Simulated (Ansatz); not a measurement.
InSn$_{2}$Sb:
```
CELL_PARAMETERS angstrom
      2.34239     1.35238     7.55156
     -2.34239     1.35238     7.55156
      0.00000    -2.70476     7.55156
ATOMIC_POSITIONS crystal
  In 0.00800 0.00800 0.00800
  Sb 0.87921 0.87921 0.87921
  Sn 0.49411 0.49411 0.49411
  Sn 0.36864 0.36864 0.36864
```

Relaxed with r²SCAN. Special points in fractions of this cell's reciprocal vectors: Γ (0.000, 0.000, 0.000); T (0.500, 0.500, 0.500); H2 (0.812, 0.188, 0.500); H0 (0.500, -0.188, 0.188); L (0.500, 0.000, 0.000); S0 (0.344, -0.344, 0.000); S2 (0.656, 0.000, 0.344); F (0.500, 0.000, 0.500).

List the band energies nearest the Fermi level at these points for r²SCAN in the plane-wave PAW code Ansatz.

In eV from the Fermi level; about four levels below and three above (degenerate sets whole), none deeper than 8.9 eV; points with the same levels are listed once.

| k | below | above |
|---|---|---|
| Γ | -1.77 -1.77 -1.32 -0.17 | 0.45 0.45 0.97 |
| T | -3.33 -1.68 -1.68 -0.26 | 0.02 0.02 1.20 |
| H2 | -3.85 -2.84 -2.13 -1.93 | 1.40 1.65 3.15 |
| L | -3.24 -2.84 -2.74 -1.22 | 0.79 2.15 3.19 |
| S0 | -3.89 -2.81 -2.27 -1.90 | 1.27 2.16 2.98 |
| F | -2.54 -1.30 -0.81 -0.28 | 1.01 1.55 3.00 |

Space group R3m. The start of the workflow was typed in or built on a structure type; neither database checked (COD, Materials Project) lists it. Its standing as an ambient phase is unchecked. The cell was relaxed with r²SCAN under the symmetry of its start; its stability against distortions is not shown here. The volume moved by 33 % from the start of the relaxation. Spin–orbit coupling is left out wherever it is not named.

Potentials: the earlier of the program's two PAW sets.
